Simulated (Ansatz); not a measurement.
SiSnGeC:
```
SiSnGeC
1.0
    1.86773     1.07833     6.12740
   -1.86773     1.07833     6.12740
    0.00000    -2.15667     6.12740
C Si Ge Sn
1 1 1 1
Direct
  0.00877   0.00877   0.00877
  0.11151   0.11151   0.11151
  0.49337   0.49337   0.49337
  0.63635   0.63635   0.63635
```

Relaxed with r²SCAN.

Task: Map the valence electron density (e/Å³), cut off at 0.9 on the plane through (0.009, 0.009, 0.009) spanned by u = [1, 0, 0] and v = [-1, 1, 1] in lattice vectors, from r²SCAN in the plane-wave PAW code Ansatz.

Result: x is the fraction of u, y of v (the angle between them is 55°; rows are the nearest grid lines); atoms in the plane: C at (0.00, 0.00), Si at (0.21, 0.10), Ge at (0.97, 0.48), Sn at (0.26, 0.63).
```
|999997543233332110000000001369999|
|999997533222222110000000000124899|
|999997432211111110000000000012489|
|467875421100000000000000000000124|
|245665432100000000000000000000012|
|124577653210000000000000000000011|
|124999999942100000000000000000011|
|124999999994210000000001111111111|
|233699999999831000000011223333322|
|333599999999962100000012234666543|
|965457999999995210000011247999999|
|999644459999995211000001135999999|
|999854334689964211000000123799999|
|999964221112221110000000001259999|
|999964211000000000000000000113589|
|789864211000000000000000000012357|
|456664321000000000000000000001124|
|345665421100000000000000000000123|
|234555542110000000000000001111122|
|344321223321000000000001112333333|
|555320012332100000000001123455555|
|999852000233221000000000123699999|
|999985211134321100000000113699999|
|999997543233332110000000001369999|
```
Scale: ten equal steps from 0.020 (start of '0') to 0.900 (end of '9'), in the order '0123456789'; x runs from 0.000 to 1.00, y from 0.000 (bottom) to 1.00 (top).

The density is the valence pseudo-density with augmentation charge, so density and ELF within about 1 Å of a nucleus are not all-electron values.

Space group R3m. The start of the workflow was typed in or built on a structure type; neither database checked (COD, Materials Project) lists it. Its standing as an ambient phase is unchecked. The r²SCAN relaxation kept the symmetry of its start; whether a distortion lowers the energy is not shown. The volume moved by 22 % from the start of the relaxation. Its formation energy is positive at this level, so the cell may be metastable or incomplete. Spin–orbit coupling is left out wherever it is not named.

Potentials: the later of the program's two PAW sets.
